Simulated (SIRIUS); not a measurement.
Worked example: self-consistent single point of TiSi (Pnma, 8 atoms in the cell; from Materials Project mp-7092, changed as shown) in SIRIUS.

Level of theory: PBEsol, GBRV PBEsol ultrasoft pseudopotentials (plane waves; SIRIUS).

The change in words: volume scaled by 1.04. Reference geometry (Pnma):
```yaml
crystal:
  lattice:
    - [6.51223, 0.00000, 0.00000]
    - [0.00000, 3.63174, 0.00000]
    - [0.00000, 0.00000, 4.99348]
  atoms:
    - { symbol: Ti, position: [0.67568, 0.25000, 0.37178] }
    - { symbol: Ti, position: [0.32432, 0.75000, 0.62822] }
    - { symbol: Ti, position: [0.82432, 0.75000, 0.87178] }
    - { symbol: Ti, position: [0.17568, 0.25000, 0.12822] }
    - { symbol: Si, position: [0.54393, 0.25000, 0.85540] }
    - { symbol: Si, position: [0.45607, 0.75000, 0.14460] }
    - { symbol: Si, position: [0.95607, 0.75000, 0.35540] }
    - { symbol: Si, position: [0.04393, 0.25000, 0.64460] }
```

Reference input (self-consistent single point, DFT, PBEsol, plane waves, GBRV PBEsol ultrasoft pseudopotentials): parameters.ngridk = 3 5 4; parameters.xc_functionals = [XC_GGA_X_PBE_SOL, XC_GGA_C_PBE_SOL]; parameters.gk_cutoff = 6.325 1/bohr; parameters.pw_cutoff = 14.143 1/bohr; parameters.smearing = fermi_dirac; parameters.smearing_width = 0.00183747 Ha; potentials = GBRV PBEsol ultrasoft pseudopotentials; parameters.electronic_structure_method = pseudopotential; parameters.num_bands = 38; parameters.num_mag_dims = 0; parameters.num_dft_iter = 100; parameters.energy_tol = 1e-07 Ha. This run's input differs from it in these lines:

```diff
@@ -32,5 +32,5 @@
     "lattice_vectors": [
-      [12.3063311606, 0.0, 0.0],
-      [0.0, 6.8629939558, 0.0],
-      [0.0, 0.0, 9.4363096088]
+      [12.4682693511, 0.0, 0.0],
+      [0.0, 6.9533039673, 0.0],
+      [0.0, 0.0, 9.5604816227]
     ],
```

Output (repeated stretches shortened):

```
[find] density tolerance         : 1e-06
[find] total energy tolerance    : 1e-07
[find] iter_solver_tol (initial) : 0.01
[find] iter_solver_tol (target)  : 1e-13
[find] num_dft_iter              : 100
Charges and magnetic moments
--------------------------------------------------------------------------------
total charge          : 64.000000
[find] | SCF iteration   0 out of 100|
[diagonalize] iterative solver tolerance (occupied, empty): 0.01 0.01
[diagonalize] average number of iterations: 3.55556
[find] Charges and magnetic moments
[find] total charge          : 64.000000
[find] Energy
   [... lines left out ...]

[find] Charges and magnetic moments
[find] total charge          : 64.000000
[find] Energy
[find] smearing (-TS)                 :      -0.00058621
[find] Total energy                   :    -257.65662723 (Ha),    -515.31325446 (Ry)
[find] Free energy (E-TS)             :    -257.65721344 (Ha),    -515.31442688 (Ry)
[find] band gap (eV)                  :       0.00000000
[find] Efermi                         :       0.45491861
[find] iteration : 30, RMS (target) : 5.5756e-07 (1.0000e-06) , energy difference (target) : -3.6562e-10 (1.0000e-07)
[find] bands are converged : true
[find] iterative solver converged : false
[find] converged after 31 SCF iterations!
[find] Charges and magnetic moments
[find] total charge          : 64.000000
[find] Energy
[find] smearing (-TS)                 :      -0.00058621
[find] Total energy                   :    -257.65662723 (Ha),    -515.31325446 (Ry)
[find] Free energy (E-TS)             :    -257.65721344 (Ha),    -515.31442688 (Ry)
[find] band gap (eV)                  :       0.00000000
[find] Efermi                         :       0.45491861
[ground_state] === stress tensor components [kbar] ===
[ground_state] === stress_total ===
[ground_state]    77.611578    0.000000    0.000000
[ground_state]     0.000000   80.431412    0.000000
[ground_state]     0.000000    0.000000   80.507831
[ground_state] ==== total Forces in Ha/bohr =====
   [... lines left out ...]
[ground_state] atom:    3, force:       0.0004035      0.0000000     -0.0002881
[ground_state] atom:    4, force:       0.0010198     -0.0000000     -0.0018864
[ground_state] atom:    5, force:      -0.0010198     -0.0000000      0.0018864
[ground_state] atom:    6, force:      -0.0010198     -0.0000000     -0.0018864
[ground_state] atom:    7, force:       0.0010198      0.0000000      0.0018864
```

The run converged in 31 iterations. SIRIUS prints the stress tensor with tension positive. Against the reference run the free energy goes up by 19.9 meV/atom, the pressure goes from -2.70 to -7.95 GPa and the largest force goes from 0.146 to 0.110 eV/Å.

The structure comes from a collection of computed structures, made at another level of theory; the collection holds predicted forms beside known ones. No clean gap shows at this smearing width and mesh (spacing up to 0.34 Å⁻¹); the mesh is coarse for partly filled bands, so the values carry mesh errors.

Cost on one core: around 80 core-seconds (rough).
